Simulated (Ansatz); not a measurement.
C: an elastic run with cutoff 600 eV

Method: Ansatz, DFT LDA, scalar-relativistic, plane waves, PAW.

Launched with:
```bash
ansatz run input.yaml --threads 1 --pin off --max-ram 3072MiB --backend cpu --events-out ev --progress --plain --runs-dir out
```

Input (bare energies are in eV):
```yaml
crystal:
  lattice:
    - [1.2228066818, -2.1167318649, 0.0]
    - [1.2228066818, 2.1167318649, 0.0]
    - [0.0, 0.0, 6.7225117453]
  atoms:
    - { symbol: C, position: [0.0833124672, 0.9166875328, 0.75] }
    - { symbol: C, position: [0.5833124672, 0.4166875328, 0.25] }
    - { symbol: C, position: [0.9166875328, 0.0833124672, 0.25] }
    - { symbol: C, position: [0.4166875328, 0.5833124672, 0.75] }
basis:
  ecutwfc: 600
kpoints:
  mp_grid: { grid: [18, 18, 6] }
hamiltonian:
  xc: lda
scf:
  occupations: { method: fermi_dirac, width: 0.15 }
output:
  forces: true
  stress: true
  eigenvalues: true
elastic:
  mode: relaxed_ion
  stencil: two_point
```

From the output:
```
--- Elastic constants: 6 strain directions × 2 members + reference (group order 16) ---
  dense FFT box of the reference and of every strained cell: 20×20×54
  strains applied: 11, 22, 33, 23, 13, 12; error gains: componentwise 1.00 (the most a stress slope's error grows in a printed constant), spectral 1.00 (1 for all six strains in a standard setting)
  reference relaxed by the batch: 3 steps; max|allowed force component| 2.83e-4 eV/Å at the deck's positions, 2.41e-7 at the last accepted step, 2.41e-7 by the solve of record
  largest displacement 2.5e-6 Å; the constants are those of the deck's cell at these positions:
  atoms:
    - { symbol: C, position: [0.08331306190828708, 0.9166869380917133, 0.7500000000000001] }
    - { symbol: C, position: [0.5833130619082869, 0.41668693809171303, 0.25000000000000006] }
    - { symbol: C, position: [0.9166869380917133, 0.08331306190828708, 0.25000000000000006] }
    - { symbol: C, position: [0.41668693809171303, 0.5833130619082869, 0.7500000000000001] }
  C = ∂σ_k/∂η_j (tension-positive GPa; Voigt order 11 22 33 23 13 12):
      1083.238    209.240      0.115      0.000      0.000      0.000
       209.232   1086.345     -5.803      0.000      0.000      0.000
         0.091     -5.731     28.834      0.000      0.000      0.000
         0.000      0.000      0.000     -2.729      0.000      0.000
         0.000      0.000      0.000      0.000      7.489      0.000
        -0.000     -0.000     -0.000      0.000      0.000    437.795
  reference stress σ⁰ (GPa):      0.008      0.014     -0.014     -0.000     -0.000      0.000
  C* (energy form; C + prestress term) asymmetry max|C*_kj − C*_jk| = 4.563e-2 GPa — a small one proves nothing (zero by symmetry where the batch's group is 432, −43m or m−3m); a large one is finite-difference/SCF noise where every solve ...
  moduli (Voigt/Reuss/Hill, GPa): K = 289.51/27.34/158.43   G = 221.50/-27.52/96.99   E = 241.66   ν = 0.246
  mechanically stable: NO (min eigenvalue of sym C = -2.73 GPa)
  the cell is mechanically unstable, and its weakest contacts join parallel layers: if it is meant as a slab among its images, read the layer's verdict in place of the crystal's
  the layer in its plane, per area (N/m: the tensor there times 6.7225 Å, the cell's volume per area; the error gains are the tensor's), 1 along (0.500, -0.866, 0.000), 2 along (0.866, 0.500, 0.000):
    of the cell's 2 layers together, so a stiff one can hide an unstable one:
    C11 = 729.78   C22 = 728.74   C12 = 140.65   C66 = 294.30   C16 = -0.45   C26 = -0.46
  moduli of the layer (Voigt/Reuss/Hill, N/m): K = 434.96/434.95/434.96   G = 294.30/294.30/294.30   E = 702.13   ν = 0.193
  mechanically stable in its plane: yes (min eigenvalue of those constants = 294.30 N/m; a buckling out of the plane is not judged)
  the stresses are not corrected for the forces that the relaxations left standing (`elastic.f_tol`)
  strain η (Voigt 11):  stress-route row diagonal C_11 = 1083.24 GPa, energy-path curvature d²(F+E_count+ΔE)/dδ²/Ω₀ = 1083.25 GPa
         δ    σ_11 (GPa) F (eV) n_scf n_hpsi n_pw
    -2.000e-3      -2.1703        -971.9454044       6   69619   1188   relax 3 steps, max|allowed force component| 7.84e-8 eV/Å
     2.000e-3       2.1626        -971.9454014       6   69700   1194   relax 3 steps, max|allowed force component| 1.57e-7 eV/Å
  strain η (Voigt 22):  stress-route row diagonal C_22 = 1086.35 GPa, energy-path curvature d²(F+E_count+ΔE)/dδ²/Ω₀ = 1086.35 GPa
         δ    σ_22 (GPa) F (eV) n_scf n_hpsi n_pw
    -2.000e-3      -2.1696        -971.9454049       6   69544   1188   relax 3 steps, max|allowed force component| 1.58e-7 eV/Å
     2.000e-3       2.1758        -971.9453964       6   69703   1188   relax 3 steps, max|allowed force component| 2.71e-7 eV/Å
  strain η (Voigt 33):  stress-route row diagonal C_33 = 28.83 GPa, energy-path curvature d²(F+E_count+ΔE)/dδ²/Ω₀ = 28.83 GPa
         δ    σ_33 (GPa) F (eV) n_scf n_hpsi n_pw
    -2.000e-3      -0.0726        -971.9458535       6   70082   1184   relax 1 steps, max|allowed force component| 4.34e-5 eV/Å
     2.000e-3       0.0428        -971.9458660       6   70099   1188   relax 1 steps, max|allowed force component| 4.04e-5 eV/Å
  strain η (Voigt 23):  stress-route row diagonal C_44 = -2.73 GPa, energy-path curvature d²(F+E_count+ΔE)/dδ²/Ω₀ = -2.73 GPa
         δ    σ_23 (GPa) F (eV) n_scf n_hpsi n_pw
    -2.000e-3       0.0055        -971.9458739       6  100309   1188   relax 3 steps, max|allowed force component| 5.72e-10 eV/Å
     2.000e-3      -0.0055        -971.9458739       6  100318   1188   relax 3 steps, max|allowed force component| 2.29e-6 eV/Å
  strain η (Voigt 13):  stress-route row diagonal C_55 = 7.49 GPa, energy-path curvature d²(F+E_count+ΔE)/dδ²/Ω₀ = 7.49 GPa
         δ    σ_13 (GPa) F (eV) n_scf n_hpsi n_pw
    -2.000e-3      -0.0150        -971.9458698       6  100400   1188   relax 1 steps, max|allowed force component| 6.63e-6 eV/Å
     2.000e-3       0.0150        -971.9458698       6  100359   1188   relax 1 steps, max|allowed force component| 6.63e-6 eV/Å
  strain η (Voigt 12):  stress-route row diagonal C_66 = 437.79 GPa, energy-path curvature d²(F+E_count+ΔE)/dδ²/Ω₀ = 437.79 GPa
         δ    σ_12 (GPa) F (eV) n_scf n_hpsi n_pw
    -2.000e-3      -0.8756        -971.9456828       6  125922   1188   relax 3 steps, max|allowed force component| 8.29e-6 eV/Å
     2.000e-3       0.8756        -971.9456828       6  125896   1188   relax 3 steps, max|allowed force component| 8.28e-6 eV/Å
```

It took 13 min on 1 thread of Arm Neoverse V2 (shared host), peak memory 0.75 GiB.

Beside the reference run (Cutoff 420 eV, 18×18×6 k-points (Γ-centred), Fermi-Dirac smearing of 0.15 eV. No spin polarisation.), the elastic coefficients (GPa; two-point stencil, strain 0.002 and ions relaxed unless stated):
```tsv
setting	C11	C12	C44	C33	C13	C66
reference run	1083.2	209.5	-2.6	28.4	0.1	437.6
cutoff 600 eV	1083.2	209.2	-2.7	28.8	0.1	437.8
```

Without a gap, frequencies and elastic constants depend on the k mesh and the smearing, soft modes and shear constants most. The crystal is built of layers and no dispersion correction was added, so the binding between them is poorly described, and with it their spacing and whatever depends on it.

This form isn't the element's structure at ambient conditions. The bands only touch here, so at this level the crystal is a zero-gap semiconductor or semimetal, not an ordinary metal.